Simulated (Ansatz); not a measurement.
Starting cell, P (space group Cmce):

```yaml
crystal:
  lattice:
    - [1.65492, -5.64616, 0.00000]
    - [1.65492, 5.64616, 0.00000]
    - [0.00000, 0.00000, 4.56347]
  atoms:
    - { symbol: P, position: [0.40603, 0.59397, 0.91350] }
    - { symbol: P, position: [0.59397, 0.40603, 0.08650] }
    - { symbol: P, position: [0.09397, 0.90603, 0.41350] }
    - { symbol: P, position: [0.90603, 0.09397, 0.58650] }
```

The atoms are displaced by Q × the pattern below (from a DFPT mode at Γ, largest move 1; Q in Å), at fixed cell.

| atom | x | y | z |
|---|---|---|---|
| P1 | 0.000 | -0.046 | 0.999 |
| P2 | 0.000 | 0.046 | -0.999 |
| P3 | 0.000 | -0.046 | -0.999 |
| P4 | 0.000 | 0.046 | 0.999 |

Computed with PBE (plane waves to 420 eV, PAW, scalar-relativistic; Ansatz, a quantum-chemistry and plane-wave program). k mesh 10×10×7 (Γ-centred), Fermi-Dirac smearing 0.05 eV. The energy includes the smearing's −TS. P was relaxed with its symmetry unable to fall. The relaxed volume of P is well above the measured one; the method has no dispersion term. ΔE is measured from the undisplaced structure.

| Q (Å) | ΔE (meV/cell) |
|---|---|
| -0.100 | 111.2 |
| -0.067 | 49.8 |
| -0.033 | 12.5 |
| 0.000 | 0.0 |
| 0.033 | 12.5 |
| 0.067 | 49.8 |
| 0.100 | 111.2 |

Which DFPT wavenumber at Γ belongs to this mode?
A. 339 cm⁻¹
B. 186 cm⁻¹
C. 222 cm⁻¹
D. 450 cm⁻¹

C, 222 cm⁻¹. The curvature of the scan gives 222 cm⁻¹

(A displaced cell: forces are minus the slopes of the energy, force constants its curvatures, and phonons follow from these.)
